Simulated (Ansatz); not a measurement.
## LaGa₃Pb in Ansatz, relaxation

Run with:

```bash
ansatz run input.yaml --threads 2 --pin off --max-ram 3584MiB --backend cpu --events-out ev --progress --plain --runs-dir out
```

Input:

```yaml
crystal:
  lattice:
    - [0.0, 4.494723, 0.0]
    - [4.494723, 0.0, 0.0]
    - [2.247361, 2.247361, -5.481448]
  atoms:
    - { symbol: La, position: [0.1336, 0.1336, 0.7328] }
    - { symbol: Pb, position: [0.5204, 0.5204, 0.9592] }
    - { symbol: Ga, position: [0.8827, 0.3827, 0.2346] }
    - { symbol: Ga, position: [0.3827, 0.8827, 0.2346] }
    - { symbol: Ga, position: [0.7515, 0.7515, 0.497] }
  symmetry: { tolerance: 0.0003 }
kpoints:
  mp_grid: { grid: [7, 7, 7], shift: [0, 0, 0] }
magnetization:
  spin_polarized: false
scf:
  occupations: { method: fermi_dirac }
  lower_state_search: "off"
hamiltonian:
  pseudopotentials: { kind: paw }
  xc: r2scan
basis:
  ecutwfc: 500
  fft_grid_basis: typed
relax:
  max_steps: 60
output:
  forces: true
  stress: true
  eigenvalues: true
  bader: true
  populations: true
  elf: true
  write_potential: true
  volumetric_format: npy
  dos:
    e_range: [-12, 8]
    de: 0.05
    projected: { site_lists: { Ga: [Ga], La: [La], Pb: [Pb] } }
  write_density: true
checkpoint:
  read: saved_state
```

Origin of the cell: a known structure type with other elements, at an estimated volume, so it need not be a known compound.

The smearing width isn't typed, so it takes its default of 0.1 eV.

The saved state is a converged single point of the same cell.

Steps:

```csv
step,ΔF (meV/atom),max force component (eV/Å),SCF iterations,step was
1,0.0,2.006,8,accepted
2,-72.2,0.172,8,accepted
3,-73.1,0.098,7,accepted
4,-73.4,0.016,7,accepted
5,-73.5,0.009,5,accepted
```

Before:

Space group I4mm (No. 107); the run's cell has a = 4.495 Å, b = 4.495 Å, c = 6.336 Å, α = 69.23°, β = 69.23°, γ = 90.00°. Shortest distances: Ga–Pb 2.53 Å, Ga–Ga 2.67 Å, La–Pb 3.41 Å, Ga–La 3.43 Å.

After:

Space group I4mm (No. 107); the run's cell has a = 4.495 Å, b = 4.495 Å, c = 6.336 Å, α = 69.23°, β = 69.23°, γ = 90.00°. Shortest distances: Ga–Ga 2.50 Å, Ga–Pb 2.70 Å, La–Pb 3.40 Å, Ga–La 3.41 Å.

```yaml
crystal:
  lattice:
    - [0.00000, 4.49472, 0.00000]
    - [4.49472, 0.00000, 0.00000]
    - [2.24736, 2.24736, -5.48145]
  atoms:
    - { symbol: La, position: [0.13588, 0.13588, 0.72825] }
    - { symbol: Pb, position: [0.52454, 0.52454, 0.95093] }
    - { symbol: Ga, position: [0.86984, 0.36984, 0.26032] }
    - { symbol: Ga, position: [0.36984, 0.86984, 0.26032] }
    - { symbol: Ga, position: [0.77081, 0.77081, 0.45838] }
```

| Property | Result |
| --- | --- |
| Free energy lowered by | 73.5 meV/atom |
| Final pressure | 5.48 GPa |
| Relaxation steps listed | 5 |

Caveats: no spin-orbit coupling, though heavy elements are present; the SCF threshold is looser than advised for a stress; the relaxation held the start's symmetry, so the end may be a saddle point.

The run took 3.1 min on 2 threads of Arm Neoverse V1 (shared host), peak memory 0.79 GiB, from a saved density.
